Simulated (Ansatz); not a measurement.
PbSe (rock salt)

```
PbSe
1.0
    0.00000     3.10888     3.10888
    3.10888     0.00000     3.10888
    3.10888     3.10888     0.00000
Se Pb
1 1
Direct
  0.00000   0.00000   0.00000
  0.50000   0.50000   0.50000
```

Scan: atom 2 (Pb, nearest neighbour Se at 3.109 Å; its periodic images, 4.4 Å or more away, move with it) is displaced towards the nearest neighbour, direction (-1.000, 0.000, 0.000) in Cartesian axes, by s. The other atoms stay.

The numbers are results of PBE (plane waves to 420 eV, PAW, scalar-relativistic; Ansatz, a program for electronic structure), not measurements. k mesh 8×8×8 (Γ-centred), Fermi-Dirac smearing 0.05 eV. Energies are smeared free energies. PbSe was relaxed with its symmetry unable to fall. Spin-orbit coupling is left out, though Pb is heavy. The zero of ΔE is the undisplaced structure.

Q: Give the computed ΔE (meV/cell) at s (Å) = -0.310, -0.186, -0.124, -0.062, 0.062, 0.186, 0.248, 0.310.

A: 
```tsv
s (Å)	ΔE (meV/cell)
-0.310	35.9
-0.186	6.5
-0.124	1.9
-0.062	0.3
0.062	0.3
0.186	6.5
0.248	16.7
0.310	35.9
```

(For displaced atoms, the force is minus the slope of the energy, and its curvature is a force constant, which sets phonon frequencies.)
